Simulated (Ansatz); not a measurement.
Given:

Ga2Cu:
```xyz
3
Lattice="2.7945 0.0000 0.0000 0.0000 2.7945 0.0000 0.0000 0.0000 5.7687" Properties=species:S:1:pos:R:3 pbc="T T T"
Ga     1.3973     1.3973     1.6385
Ga     1.3973     1.3973     4.1302
Cu     0.0000     0.0000     0.0000
```

This is the PBEsol-relaxed structure. x, y and z are the axes in which the lattice vectors are written.

**Question.** All from DFT-PBEsol in the program Ansatz with PAW potentials, unless another level is named. Give the bulk modulus (Birch–Murnaghan fit).

**Answer.** 93.9 GPa.

**Question.** Predict the highest zone-centre frequency.

**Answer.** 242 cm^-1.

**Question.** And the elastic constants (relaxed ions, GPa)?

**Answer.** C11 = 130, C12 = 74.9, C13 = 62.5, C33 = 205, C44 = 38.4, C66 = 54.8.

Space group P4/mmm. The first step of the workflow began from a Materials Project structure, measured or hypothetical; the Crystallography Open Database files this formula in space group No. 123, but the cells were not matched. Whether it is the stable phase at ambient conditions was not checked. The cell was relaxed with PBEsol under the symmetry of its start; of distortions, only those at the zone centre were tested. The run is not spin-polarised. As this level gives no gap, shear constants depend on the k-mesh and smearing (Fermi–Dirac, 0.1 eV here). As this level gives no gap, phonon frequencies hold no LO–TO term and depend on the k-mesh and smearing (Fermi–Dirac, 0.1 eV here). On the denser mesh and wider smearing of the elastic run this cell carries a stress of 0.6 GPa.

Potentials: the later of the program's two PAW sets.
